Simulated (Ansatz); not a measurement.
**CaSe (rock salt), energy against volume**

CaSe (rock salt), conventional cell a = b = c = 5.935 Å, α = β = γ = 90.00°. The calculation uses the primitive cell of 2 atoms, to which meshes and values per cell refer.

Equation-of-state scan: isotropic scaling of the cell above, V₀ being its volume. Symmetry pins the atoms to their sites.

All values below come from r2SCAN (plane waves to 500 eV, PAW, scalar-relativistic; Ansatz, an electronic-structure program). k mesh 10×10×10 (Γ-centred), Fermi-Dirac smearing 0.05 eV. Energies are smeared free energies. Compression counts positive. CaSe was relaxed with its symmetry unable to fall. The zero of ΔE is the relaxed starting cell.

```tsv
V (Å³/cell)	ΔE (meV/atom)	P (GPa)
47.03	50.6	6.80
48.08	31.2	5.14
49.12	16.9	3.65
50.17	7.3	2.30
51.21	1.7	1.09
52.26	0.0	0.00
53.30	1.6	-0.99
54.35	6.4	-1.88
55.39	13.8	-2.69
56.44	23.8	-3.41
57.48	36.0	-4.07
```

Summary:

The pressure at the smallest volume is 6.80 GPa. The energy cost of the largest compression is 50.6 meV/atom. The energy cost of the largest expansion is 36.0 meV/atom. The bulk modulus B₀ (third-order Birch-Murnaghan fit) comes out as 52.0 GPa. The pressure derivative B₀′ (fit) comes out as 4.1 and the equilibrium volume of the fit is 26.13 Å³/atom. The pressure for 5 % compression (fit) is 3.0 GPa.

The 11 points together took roughly 30 core-seconds.

(A scan under strain: stresses follow from slopes of the energy per volume, elastic moduli from its curvatures.)
